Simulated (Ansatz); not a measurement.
Ti₅Si₃:
```yaml
crystal:
  lattice:
    - [7.34515, 0.00000, 0.00000]
    - [-3.67257, 6.36108, 0.00000]
    - [0.00000, 0.00000, 5.01760]
  atoms:
    - { symbol: Ti, position: [0.33333, 0.66667, 0.00000] }
    - { symbol: Ti, position: [0.66667, 0.33333, 0.50000] }
    - { symbol: Ti, position: [0.66667, 0.33333, 0.00000] }
    - { symbol: Ti, position: [0.33333, 0.66667, 0.50000] }
    - { symbol: Si, position: [0.60786, 0.00000, 0.25000] }
    - { symbol: Si, position: [0.60786, 0.60786, 0.75000] }
    - { symbol: Si, position: [0.00000, 0.60786, 0.25000] }
    - { symbol: Si, position: [0.39214, 0.00000, 0.75000] }
    - { symbol: Si, position: [0.39214, 0.39214, 0.25000] }
    - { symbol: Si, position: [0.00000, 0.39214, 0.75000] }
    - { symbol: Ti, position: [0.24933, 0.00000, 0.25000] }
    - { symbol: Ti, position: [0.24933, 0.24933, 0.75000] }
    - { symbol: Ti, position: [0.00000, 0.24933, 0.25000] }
    - { symbol: Ti, position: [0.75067, 0.00000, 0.75000] }
    - { symbol: Ti, position: [0.75067, 0.75067, 0.25000] }
    - { symbol: Ti, position: [0.00000, 0.75067, 0.75000] }
```

Relaxed with LDA. Special points in fractions of this cell's reciprocal vectors: Γ (0.000, 0.000, 0.000); M (0.500, 0.000, 0.000); K (0.333, 0.333, 0.000); A (0.000, 0.000, 0.500); L (0.500, 0.000, 0.500); H (0.333, 0.333, 0.500).

Task: List the band energies nearest the Fermi level at these points for DFT-LDA in the program Ansatz with PAW potentials.

Result: In eV from the Fermi level; about four levels below and three above (degenerate sets whole), none deeper than 8.9 eV; points with the same levels are listed once.

| k | below | above |
|---|---|---|
| Γ | -0.76 -0.64 -0.64 -0.51 | 0.22 0.22 0.51 0.51 |
| M | -0.62 -0.57 -0.32 -0.22 | 0.13 0.50 0.62 |
| K | -0.51 -0.51 -0.43 -0.02 -0.02 | 0.57 0.57 0.63 |
| A | -0.93 -0.93 -0.93 -0.93 | 0.41 0.41 0.41 0.41 |
| L | -0.40 -0.40 -0.13 -0.13 | 0.56 0.56 0.62 0.62 |
| H | -0.54 -0.54 -0.54 -0.54 -0.16 -0.16 | 0.42 0.42 0.42 0.42 |

Space group P6_3/mcm. The workflow started from an entry of the Crystallography Open Database (COD). Its standing as an ambient phase is unchecked. The LDA relaxation kept the symmetry of its start; whether a distortion lowers the energy is not shown. No spin polarisation was allowed.

Potentials: the later of the program's two PAW sets.
